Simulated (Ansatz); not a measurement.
NaTl: stiffness from a series of strains

```yaml
crystal:
  lattice:
    - [0.00000, 3.73530, 3.73530]
    - [3.73530, 0.00000, 3.73530]
    - [3.73530, 3.73530, 0.00000]
  atoms:
    - { symbol: Na, position: [0.50000, 0.50000, 0.50000] }
    - { symbol: Na, position: [0.75000, 0.75000, 0.75000] }
    - { symbol: Tl, position: [0.00000, 0.00000, 0.00000] }
    - { symbol: Tl, position: [0.25000, 0.25000, 0.25000] }
```

Atoms are numbered in the order listed.

The structure is an experimental refinement, used without relaxation.

No spin–orbit coupling, which matters for the heavy atoms here.

All numbers below come from Ansatz 0.2.0, DFT, PBEsol, all-electron LAPW, scalar-relativistic.

The runs use a Γ-centred 10×10×10 k mesh, Fermi–Dirac smearing of 0.05 eV, basis error target 1 meV/atom, no spin polarisation.

The strain is applied along the Cartesian axes of the cell as listed (the other components stay zero). Fractional coordinates are held (clamped ions).

σ is the change of stress from the unstrained cell, which is at 0.10 GPa; tension is positive, so slopes are stress–strain coefficients at that pressure. In a metal the k mesh adds noise.

Only quantities that a quadratic follows smoothly over the whole series are listed; rougher ones are left out.

```tsv
εxx = εyy	σzz (GPa)	σxx (GPa)
-0.0200	-0.94	-1.09
-0.0100	-0.45	-0.51
0.0000	0.00	0.00
0.0200	0.76	0.85
```

(1) Fit the series and read off the stiffness at zero strain.

(2) One run, at εxx = εyy = 0.0100, is withheld. Predict its row.

Answers

(1) Least-squares fits y = p0 + p1 x + p2 x² to the rows give σzz (GPa): p1 = 42.5, p2 = -220; σxx (GPa): p1 = 48.5, p2 = -300. So 2 C12 = 43 GPa and C11 + C12 = 48 GPa.

(2) The fits give 0.40, 0.46; the run gave 0.40, 0.45.
